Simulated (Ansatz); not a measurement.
A geometry of WS$_{2}$ away from equilibrium: the start of the relaxation of a relaxed WS2 cell, doubled along one cell vector, shaken by Gaussian noise of σ = 0.08 Å a coordinate. Method: r2SCAN (plane waves to 500 eV, PAW, scalar-relativistic; Ansatz, an electronic-structure program). Γ-centred k-mesh 4×8×2 on the run's cell (coarser than for final values), Fermi–Dirac smearing 0.05 eV.

```xyz
12
Lattice="6.3632 0.0000 0.0000 -1.5908 2.7553 0.0000 0.0000 0.0000 13.0654" Properties=species:S:1:pos:R:3 pbc="T T T"
W     -0.0105     1.8998     3.3130
W      3.2265     1.8852     3.2322
W      1.3722     0.9580     9.7365
W      4.6958     1.0377     9.8264
S     -0.0761     1.8640     8.2393
S      3.2116     1.7701     8.3224
S      1.6207     0.9433     1.7727
S      4.9133     0.8851     1.7628
S      1.5214     0.9667     4.9740
S      4.7148     1.0242     4.8001
S      0.0941     1.8749    11.2776
S      3.0527     1.8246    11.2033
```

**Question.** Give the Cartesian forces on all atoms (eV/Å).

**Answer.** 
```tsv
atom	Fx	Fy	Fz
W1	1.09	-0.10	1.29
W2	-1.05	-0.71	2.07
W3	4.61	-1.25	-0.94
W4	2.00	-2.96	-0.35
S5	-1.16	0.39	-1.82
S6	-2.07	1.80	-1.97
S7	-0.33	0.32	-0.56
S8	-1.02	1.13	-1.66
S9	0.71	0.28	-1.72
S10	0.59	-0.93	0.54
S11	-3.04	0.89	2.58
S12	-0.33	1.14	2.54
```

**Question.** What is the pressure?

**Answer.** +6.3 GPa, compression positive.

**Question.** How much energy per atom can still be gained by relaxing?

**Answer.** 0.14 eV/atom; the path ends in P6₃/mmc (No. 194) (AFLOW prototype AB2_hP6_194_c_f (C7, as in MoS2)).

No spin polarisation in the result. Without a van der Waals term the distances between weakly bound units are poorly fixed.
